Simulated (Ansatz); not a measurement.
Energy and pressure of MoSe against volume, without spin

Method: DFT PBE+U, scalar-relativistic, plane waves, PAW (Ansatz).

```
Mo Se
1.0
     4.02101    0.00000    0.00000
    -2.01050    3.48230    0.00000
     0.00000    0.00000    6.81577
Mo Se
2 2
Direct
  0.00000 0.00000 0.00000
  0.00000 0.00000 0.50000
  0.33333 0.66667 0.25000
  0.66667 0.33333 0.75000
```

- plane-wave cutoff: 420 eV
- Γ-centred k-mesh: 12×12×6
- occupation rule: Gaussian smearing, 0.1 eV
- U_eff on Löwdin-orthogonalised atomic d orbitals: Mo 4.38 eV
- spin treatment: unpolarised

The cell is scaled evenly at fixed fractional positions, V₀ being the volume of the cell shown; start: no spin polarisation. Energies are extrapolated to zero smearing. A spin-polarised state can lie lower, at larger volumes above all.

```
 V/V₀  E above lowest (meV/atom) P (GPa)
0.800                        0.0     -1.2
0.860                       32.5     -5.8
0.920                       97.0     -8.5
0.960                      151.1     -9.7
1.000                          ?        ?
1.040                      278.5    -11.6
1.100                          ?        ?
1.180                      541.8    -13.3
```

(1) Fill in the withheld rows.

## Answers

(1) The withheld rows:

```tsv
V/V₀	E above lowest (meV/atom)	P (GPa)
1.000	211.9	-10.8
1.100	387.1	-12.6
```

Cost: 8 runs of about 6.1 core-minutes in all, on Intel Xeon Processor @ 2.50GHz (Skylake/Cascade Lake) (shared hosts).